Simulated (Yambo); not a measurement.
```xyz
2
Lattice="0.0000 2.9406 2.9406 2.9406 0.0000 2.9406 2.9406 2.9406 0.0000" Properties=species:S:1:pos:R:3 pbc="T T T"
P      4.4108     4.4108     4.4108
In     0.0000     0.0000     0.0000
```

InP (zinc blende, space group F-43m, No. 216) under isotropic strain (on all lattice vectors), counted from the cell relaxed with PBEsol, atoms relaxed at each step. PBE (stringent potentials; pw.x of Quantum ESPRESSO, ONCV potentials, scalar-relativistic); G0W0 in Yambo (4×4×4 Γ-centred k mesh, bands 5 to 225 and a 15 Ry block in the screening, 225 bands in G with the Bruneval-Gonze terminator, plasmon pole fitted at 27.2 eV).

Unstrained, the direct gap at Γ is 0.65 eV in PBE and 1.37 eV in G0W0.

Problem. How fast does it move with strain?

Solution. Between -0.5 % and +0.5 % the direct gap at Γ has a volume deformation potential dE/dlnV of -6.3 eV in G0W0 and -5.5 eV in PBE. (G0W0: 1.461 eV at -0.5 %, 1.272 eV at +0.5 %; Δ ln V = 3 ln(1.005/0.995) = 0.0300.) Convergence of the GW settings isn't established. Spin-orbit splittings are left out.
